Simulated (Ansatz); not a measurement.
## Calculated electric field gradients for Ga4SnS7

The cell is a diffraction structure from the COD, ions relaxed with PBE at fixed cell.

```xyz
24
Lattice="7.2690 0.0000 0.0000 0.0000 6.3610 0.0000 -3.5357 0.0000 11.8936" Properties=species:S:1:pos:R:3 pbc="T T T"
Ga    1.5655    2.6952    3.9351
Ga   -0.2023    3.6658    9.8819
Ga    3.4516    5.8845    3.8610
Ga    1.6837    0.4765    9.8078
Ga    1.6315    4.7895    6.7264
Ga    3.3993    1.5715    0.7796
Ga   -0.2279    5.9688    3.8275
Ga   -1.9957    0.3922    9.7743
Sn    5.2468    3.9439    6.1737
Sn    7.0146    2.4171    0.2269
S    -0.3047    1.7455    3.0668
S    -2.0725    4.6155    9.0136
S     3.5196    5.9840    6.1624
S     5.2875    0.3770    0.2156
S     3.5221    1.6936    3.1124
S     1.7542    4.6674    9.0592
S     1.6022    4.8098    2.9458
S    -0.1656    1.5512    8.8926
S    -0.2497    5.9513    6.1368
S     1.5182    0.4097    0.1900
S     5.2610    4.6553    3.2849
S     3.4932    1.7057    9.2317
S     1.7807    2.6298    6.1550
S     3.5485    3.7312    0.2082
```

Atoms are numbered from 1 in the order listed; like atoms form one site, named after its first atom.

Computed with Ansatz: DFT, PBE, plane waves and PAW, with spin–orbit coupling, 420 eV cutoff, Γ-centred 4×5×3 k-points, Fermi–Dirac smearing 0.02 eV.

V_zz is the principal component of the electric field gradient with the largest magnitude, η = (V_xx − V_yy)/V_zz and C_Q = eQV_zz/h. Directions are in the Cartesian axes of the cell vectors above, for the atom listed; none is given where the gradient is under 0.02 or η is above 0.95.

```json
{"site": "Ga1", "first atom": "1", "first shell": "4 S at 2.23–2.35 Å", "V_zz (10²¹ V/m²)": "-5.91", "η": "0.57", "direction of V_zz (x, y, z)": "0.39 0.17 0.90"}
{"site": "Ga3", "first atom": "3", "first shell": "4 S at 2.26–2.33 Å", "V_zz (10²¹ V/m²)": "-2.41", "η": "0.98", "direction of V_zz (x, y, z)": "–"}
{"site": "Ga5", "first atom": "5", "first shell": "4 S at 2.24–2.34 Å", "V_zz (10²¹ V/m²)": "4.34", "η": "0.95", "direction of V_zz (x, y, z)": "–"}
{"site": "Ga7", "first atom": "7", "first shell": "4 S at 2.27–2.34 Å", "V_zz (10²¹ V/m²)": "-3.18", "η": "0.79", "direction of V_zz (x, y, z)": "0.40 0.88 -0.26"}
{"site": "Sn", "first atom": "9", "first shell": "4 S at 2.67–2.98 Å", "V_zz (10²¹ V/m²)": "-13.66", "η": "0.39", "direction of V_zz (x, y, z)": "-0.02 1.00 -0.06"}
{"site": "S11", "first atom": "11", "first shell": "2 Ga at 2.27 Å, angle 104°; also 1 Sn at 2.92 Å", "V_zz (10²¹ V/m²)": "-11.74", "η": "0.44", "direction of V_zz (x, y, z)": "-0.64 0.35 0.68"}
{"site": "S13", "first atom": "13", "first shell": "2 Ga at 2.30 Å, 1 Sn at 2.67 Å", "V_zz (10²¹ V/m²)": "-5.43", "η": "0.63", "direction of V_zz (x, y, z)": "0.01 0.95 0.31"}
{"site": "S15", "first atom": "15", "first shell": "3 Ga at 2.30–2.35 Å", "V_zz (10²¹ V/m²)": "-8.86", "η": "0.11", "direction of V_zz (x, y, z)": "0.86 0.39 0.33"}
{"site": "S17", "first atom": "17", "first shell": "3 Ga at 2.33–2.34 Å", "V_zz (10²¹ V/m²)": "-8.17", "η": "0.08", "direction of V_zz (x, y, z)": "-0.06 -0.03 1.00"}
{"site": "S19", "first atom": "19", "first shell": "2 Ga at 2.29–2.31 Å, 1 Sn at 2.68 Å", "V_zz (10²¹ V/m²)": "-6.04", "η": "0.80", "direction of V_zz (x, y, z)": "0.02 0.90 0.43"}
{"site": "S21", "first atom": "21", "first shell": "2 Ga at 2.26–2.28 Å, angle 105°; also 1 Sn at 2.98 Å", "V_zz (10²¹ V/m²)": "7.98", "η": "0.95", "direction of V_zz (x, y, z)": "1.00 -0.01 -0.04"}
{"site": "S23", "first atom": "23", "first shell": "2 Ga at 2.23–2.24 Å, angle 103°", "V_zz (10²¹ V/m²)": "-12.25", "η": "0.60", "direction of V_zz (x, y, z)": "0.99 0.13 -0.11"}
```

At S11 and S23 V_zz stands upright on the plane of its two bonds (within 12°) in each case. At S15 and S17 V_zz stands upright on the plane through its three neighbours (within 6°) in each case. At Sn V_zz points towards the open side of its shell (within 4°).

Where η is near 1 the sign of V_zz means little.
